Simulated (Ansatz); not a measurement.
LaB$_{2}$:
```cif
data_B4La2
_chemical_formula_sum 'La2 B4'
_space_group_name_H-M_alt 'I4/mmm'
_space_group_IT_number 139
_space_group_name_Hall '-I 4 2'
_cell_length_a 3.97491
_cell_length_b 3.97491
_cell_length_c 6.89675
_cell_angle_alpha 90.000
_cell_angle_beta 90.000
_cell_angle_gamma 90.000
loop_
_atom_site_label
_atom_site_type_symbol
_atom_site_symmetry_multiplicity
_atom_site_Wyckoff_symbol
_atom_site_fract_x
_atom_site_fract_y
_atom_site_fract_z
_atom_site_occupancy
La1 La 2 a 0.00000 0.00000 0.00000 1
B1 B 4 e 0.00000 0.00000 0.38776 1
```
(The calculation used a cell of 3 atoms; values per cell refer to that cell.)

Relaxed with PBEsol.

Q: Decompose the optical modes at the zone centre into irreducible representations, and say which are infrared and Raman allowed.

A: Point group 4/mmm: Γ_opt = A1g + A2u + Eg + Eu. Infrared: A2u, Eu. Raman: A1g, Eg.

Q: Assign frequencies (DFPT, plane-wave PAW PBEsol (Ansatz code)).

A: Eg 148, Eu 224, A2u 335, A1g 1070 cm⁻¹.

The start of the workflow was typed in or built on a structure type; neither database checked (COD, Materials Project) lists it. Its standing as an ambient phase is unchecked. The PBEsol relaxation kept the symmetry of its start; its stability against distortions is not shown here. Its formation energy is positive at this level, so the cell may be metastable or incomplete. As this level gives no gap, phonon frequencies hold no LO–TO term and depend on the k-mesh and smearing (Fermi–Dirac, 0.1 eV here). Spin–orbit coupling is left out wherever it is not named.

Potentials: the earlier of the program's two PAW sets. The files were generated under PBE; for other functionals the program regenerates the frozen cores, and for LDA and PBEsol the local potential too.
